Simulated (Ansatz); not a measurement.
A trial cell of Ti3W2, before relaxation:

```yaml
crystal:
  lattice:
    - [2.22084, 1.28220, 4.53328]
    - [-2.22084, 1.28220, 4.53328]
    - [0.00000, -2.56441, 4.53328]
  atoms:
    - { symbol: Ti, position: [0.60000, 0.60000, 0.60000] }
    - { symbol: Ti, position: [0.40000, 0.40000, 0.40000] }
    - { symbol: Ti, position: [0.00000, 0.00000, 0.00000] }
    - { symbol: W, position: [0.20000, 0.20000, 0.20000] }
    - { symbol: W, position: [0.80000, 0.80000, 0.80000] }
```

All numbers below come from Ansatz 0.2.0, DFT PBE, scalar-relativistic, plane waves, PAW. Cutoff 420 eV, Gaussian smearing, Γ-centred meshes. Cell and atoms relax first on a coarse mesh and then on a finer one. In between, the cell is made exact in the group found at 0.06 Å. In metals the finer mesh still leaves noise of several meV/atom or more. The steps can't lower the symmetry of their start. No spin polarisation in the relaxation; trial moments died out in a coarse test.

A guess keeps its type if space group and coordination stay and the shape of the cell changes little (axis ratios within about 15 %, angles within 6°); the volume may change.

Task: Will the relaxed cell still be of the starting type?

Result: It keeps its type. The symmetry stays R-3m (No. 166). The volume per atom grows by 5.4 %, from 15.5 to 16.3 Å³. The shortest distance goes from 2.72 Å (Ti–W, Ti–Ti and W–W) to 2.71 Å (Ti–W). The ratio c/a of the conventional cell changes by a factor of 0.98. Counting neighbours within 15 % of an atom's shortest distance, the start has Ti 8, W 8 and the end Ti 8, W 8.

The last run used a 12×12×12 mesh for its 5-atom cell and Gaussian smearing of 0.10 eV. Spin–orbit coupling, which can matter for W, is left out. Symmetry constrained the relaxation, so the result can be a saddle point.
